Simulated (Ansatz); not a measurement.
## Structure relaxation, Cr3Ge

The start is a generated cell, Cr3Ge placed in the A15 structure type. A full variable-cell relaxation at zero pressure is run with r2SCAN (plane waves to 500 eV, PAW, scalar-relativistic; Ansatz, an electronic-structure program). The first steps use a coarse 5×5×5 k-mesh.

Initial structure:
```
Cr3Ge
1.0
    4.59580     0.00000     0.00000
    0.00000     4.59580     0.00000
    0.00000     0.00000     4.59580
Cr Ge
6 2
Cartesian
  1.14895   0.00000   2.29790
  3.44685   0.00000   2.29790
  0.00000   2.29790   1.14895
  0.00000   2.29790   3.44685
  2.29790   1.14895   0.00000
  2.29790   3.44685   0.00000
  0.00000   0.00000   0.00000
  2.29790   2.29790   2.29790
```
Spin-polarised start, with parallel moments on Cr.

- Outcome = The space group stays Pm-3n (No. 223) (the run could not lower it); the end is A15 (Cr3Si type), with 8 atoms in the primitive cell
- Energy released = 0.01 eV/atom
- Volume change = -3.2 %, from 12.13 to 11.75 Å³/atom
- Shortest distances (start → end) = The closest pairs of elements (up to four, under 3.6 Å), start → end: Cr–Cr 2.30 → 2.27 Å; Cr–Ge 2.57 → 2.54 Å
- Band gap at the end = zero (metallic)
- Moments at the end = zero (the starting moments vanished)
- Optimiser moves = 4

Final values are on a 10×10×10 k-mesh of the relaxed cell. No spin polarisation in the result: the starting moments vanished. A magnetic state may lie lower.

The run could not lose the symmetry of its start.

All atoms sit on sites fixed by symmetry, so only the cell could relax.

The first start was generated by placing the elements on the sites of a structure type. Materials Project lists a structure of Cr3Ge in the same space group, Pm-3n (No. 223); the sites were not compared with it, nor with measured phases.
